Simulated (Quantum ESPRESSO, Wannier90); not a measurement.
## Wannierisation of Te (Pmc2₁)

```
begin unit_cell_cart
ang
    3.1307700000    0.0000000000    0.0000000000
    0.0000000000    4.7429100000    0.0000000000
    0.0000000000    0.0000000000    8.9856100000
end unit_cell_cart
begin atoms_frac
Te   0.5000000000 -0.4547300000 -0.2391900000
Te   0.5000000000  0.4547300000  0.2608100000
Te   0.5000000000 -0.0125300000  0.0091900000
Te   0.5000000000  0.0125300000 -0.4908100000
end atoms_frac
```

Materials Project entry mp-1178952; symmetrised, unrelaxed at this level. Not found in the COD (Crystallography Open Database) copy used, which has the formula in other groups; not checked further. Level: PBEsol, spinors with spin-orbit coupling; pw.x of Quantum ESPRESSO at 64 Ry with PseudoDojo potentials, 6×4×4 k-points, Wannier90. Density: 10×8×4 mesh, cold smearing 0.01 Ry. With spin-orbit coupling a semilocal functional can close or falsely invert a small gap; the band order was not checked against a better method.

Bands 41-48 form an isolated set from -13.50 to -8.26 eV relative to the Fermi level (on the path) and are turned into 8 Wannier functions by minimising the spread from the start: atomic waves Te 5s.

Where do the functions sit, how wide are they and what are they made of?


```tsv
functions	spread (Å²)	nearest atom, distance (Å)	second atom, distance (Å)	weight on atomic waves
8	1.70	Te 0.03	Te 3.04	Te 5s 89 %, Te 5p 10 %
```

Ω_I = 13.55 Å², Ω_total = 13.60 Å²; the interpolated bands follow pw.x to 3.5 meV rms on the path. Only this start was tried; a symmetric start can stop on a saddle, and mixtures of these functions could lower the total by at most Ω_total − Ω_I.
